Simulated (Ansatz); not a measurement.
Sr₂MgAl₃ from LDA upwards

The starting cell is an entry of the Crystallography Open Database, a measured cell (2004, 293 K):

```xyz
12
Lattice="6.3699 0.0000 0.0000 -3.1850 5.5165 0.0000 0.0000 0.0000 10.1400" Properties=species:S:1:pos:R:3 pbc="T T T"
Sr    0.0000    3.6777    0.6045
Sr    3.1850    1.8388    5.6745
Sr    0.0000    3.6777    4.4655
Sr    3.1850    1.8388    9.5355
Mg    0.0000    0.0000    0.0000
Mg    0.0000    0.0000    5.0700
Al    3.1849    3.6806    2.5350
Al   -1.5950    4.5986    7.6050
Al    1.5899    0.9179    2.5350
Al    0.0000    1.8359    7.6050
Al    4.7800    0.9179    2.5350
Al    1.5950    4.5986    7.6050
```

Atoms and cell were relaxed at zero pressure with plane-wave PAW DFT (Ansatz 0.2.0; one set of PAW datasets, made under PBE, for all functionals; 420 eV, r2SCAN 500 eV; 6×6×3 Γ-centred mesh, fermi-dirac occupations of width 0.100 eV; no spin polarisation, no spin-orbit coupling, no dispersion correction), keeping the symmetry (P6_3/mmc, No. 194).

Question: How do the functionals compare with each other and with the entry?

Answer: The relaxed conventional cells:

```tsv
functional	a (Å)	c (Å)	volume (Å³/atom)	formation energy (eV/atom)
LDA	5.894	9.416	23.61	-0.234
PBEsol	5.962	9.533	24.45	-0.203
PBE	6.034	9.629	25.30	-0.190
r2SCAN	6.020	9.605	25.12	-0.215
the entry	6.370	10.140	29.69	–
```

LDA gives the smallest volume and PBE the largest, 7.2 % more, the usual order, since LDA overbinds and PBE's gradient terms loosen the lattice. Against the entry's volume: LDA -20.5 %, PBEsol -17.6 %, PBE -14.8 %, r2SCAN -15.4 %. No verdict is drawn from this: the entry lies outside the span from LDA to PBE, so the entry may be off as well as the functionals. The formation energies span 0.04 eV an atom, lowest under LDA.

Caveats: each relaxation keeps the start's symmetry, so a distorted cell may lie lower; computed cells are at 0 K with fixed nuclei, while the entry holds thermal expansion, often some tenths of a per cent in volume and more in soft crystals; the relaxed cell lies far from the entry, by an error of the functional or of the entry; formation energies are at zero smearing against the elements' usual phases under the same functional, gases as free molecules, uncorrected.
